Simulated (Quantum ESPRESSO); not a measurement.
```
KMgF3
1.0
    3.97847     0.00000     0.00000
    0.00000     3.97847     0.00000
    0.00000     0.00000     3.97847
K Mg F
1 1 3
Direct
  0.50000   0.50000   0.50000
  0.00000   0.00000   0.00000
  0.00000   0.50000   0.00000
  0.50000   0.00000   0.00000
  0.00000   0.00000   0.50000
```
Geometry: a computed entry of the Materials Project; it was not checked against measured cells. It is KMgF3 in Pm-3m; whether this form has been observed was not checked. Stability against distortions was not tested.

With PBE (a modified build of Quantum ESPRESSO; gradients by PAW reconstruction on its ground state; JTH PAW datasets, 22.5 Ha):

| quantity | PBE |
|---|---|
| Vzz F (a.u.) | 0.462 |

Cores are frozen. Against all-electron runs on small test molecules, this scheme's |Vzz| missed by −6 to +4 % (−29 % in KF) on F.

Task: What does the LDA, on its own JTH datasets and the same geometry, give?

Result: 
| quantity | LDA | LDA − PBE |
|---|---|---|
| Vzz F (a.u.) | 0.482 | +0.020 |
